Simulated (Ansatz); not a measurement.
The relaxed structure here is a generated cell of Nb: the first start was made by a random draw of sites in a space group, and the end was not matched to a known phase here, so it may be hypothetical. Known forms of Nb include space group No. 229.

A relaxed structure of Nb. All values below come from PBEsol (plane waves to 420 eV, PAW, scalar-relativistic; Ansatz, a first-principles code).

```xyz
1
Lattice="1.4156 0.8173 2.6032 -1.4156 0.8173 2.6032 0.0000 -1.6346 2.6032" Properties=species:S:1:pos:R:3 pbc="T T T"
Nb     0.0000     0.0000     0.0000
```

### Question
Determine the symmetry and give the standard cell with its independent sites.

### Answer
Space group R-3m, hexagonal axes (No. 166); a = b = 2.831 Å, c = 7.810 Å, α = β = 90.00°, γ = 120.00°

```tsv
atom	site	symmetry	x	y	z
Nb	3a	-3m	0.0000	0.0000	0.0000
```

### Question
Give the shortest distances between elements (the closest pairs, up to four, under 3.6 Å).

### Answer
Nb–Nb 2.83 Å.

Volume per atom: 18.07 Å³
Density: 8.54 g/cm³
Band gap: zero (metallic)

No spin polarisation in the result.

The run could not lose the symmetry of its start: the end is stationary, and may be a saddle point rather than a minimum.
